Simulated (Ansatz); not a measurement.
Ga3P2N, ordered on the zincblende lattice (Imm2) with 6 atoms a cell, relaxed with r2SCAN. N has 4 Ga at 1.96–2.08 Å; Ga has 2 N at 2.08 Å and 2 P at 2.35 Å; P has 4 Ga at 2.32–2.36 Å; Ga has 1 N at 1.96 Å and 3 P at 2.32–2.36 Å.

Space group Imm2 (No. 44). a = 3.633 Å, b = 10.946 Å, c = 5.095 Å, α = 90.00°, β = 90.00°, γ = 90.00°
```tsv
atom	site	symmetry	x	y	z
N	2a	mm2	0.0000	0.0000	0.9998
Ga	2b	mm2	0.5000	0.0000	0.2005
P	4d	m..	0.0000	0.3361	0.9974
Ga	4d	m..	0.5000	0.3537	0.2775
```

3 runs of Ansatz on this cell differ in the functional (and in the settings that go with it). Levels are in eV from each run's valence top; v1 is the last filled band, c1 the first empty one.

Run A, mean stress 0.0 GPa (compression positive):

| point | v5 | v3 | v1 | c1 | c2 | c3 |
| --- | --- | --- | --- | --- | --- | --- |
| Γ | -3.59 | -0.73 | -0.01 | 0.69 | 3.35 | 3.69 |
| X | -3.00 | -2.26 | 0.00 | 1.16 | 2.48 | 3.70 |
| F₀ | -3.57 | -2.87 | -1.71 | 2.16 | 2.23 | 2.73 |
| Λ₀ | -2.83 | -1.27 | -0.57 | 1.09 | 2.74 | 3.68 |
| R | -4.35 | -2.87 | -1.57 | 1.97 | 3.90 | 4.51 |
| W | -4.18 | -2.73 | -1.82 | 3.01 | 3.40 | 4.31 |

Run B, mean stress +0.4 GPa (compression positive):

| point | v5 | v3 | v1 | c1 | c2 | c3 |
| --- | --- | --- | --- | --- | --- | --- |
| Γ | -3.85 | -0.79 | -0.02 | 1.16 | 3.79 | 4.17 |
| X | -3.12 | -2.32 | 0.00 | 1.59 | 2.98 | 4.25 |
| F₀ | -3.81 | -2.99 | -1.76 | 2.58 | 2.64 | 3.26 |
| Λ₀ | -3.02 | -1.34 | -0.59 | 1.58 | 3.22 | 4.20 |
| R | -4.60 | -2.99 | -1.64 | 2.48 | 4.41 | 5.13 |
| W | -4.44 | -2.84 | -1.90 | 3.57 | 3.95 | 4.81 |

Run C, mean stress +0.2 GPa (compression positive):

| point | v5 | v3 | v1 | c1 | c2 | c3 |
| --- | --- | --- | --- | --- | --- | --- |
| Γ | -3.89 | -0.78 | -0.02 | 1.80 | 4.48 | 4.86 |
| X | -3.15 | -2.35 | 0.00 | 2.27 | 3.67 | 4.95 |
| F₀ | -3.86 | -3.03 | -1.77 | 3.27 | 3.32 | 3.95 |
| Λ₀ | -3.05 | -1.36 | -0.59 | 2.25 | 3.90 | 4.88 |
| R | -4.66 | -3.03 | -1.65 | 3.16 | 5.12 | 5.85 |
| W | -4.50 | -2.87 | -1.92 | 4.26 | 4.65 | 5.52 |

**Question.** Match the runs to r2SCAN, HSE06, PBE0.

**Answer.** A is r2SCAN, B is HSE06, C is PBE0. In order of the gap: r2SCAN 0.69, HSE06 1.16, PBE0 1.80 eV.

No spin polarisation. The prototype was imposed, so other structures may be more stable.

Spin-orbit coupling is left out.

The stress of a hybrid is loosely converged in these runs.
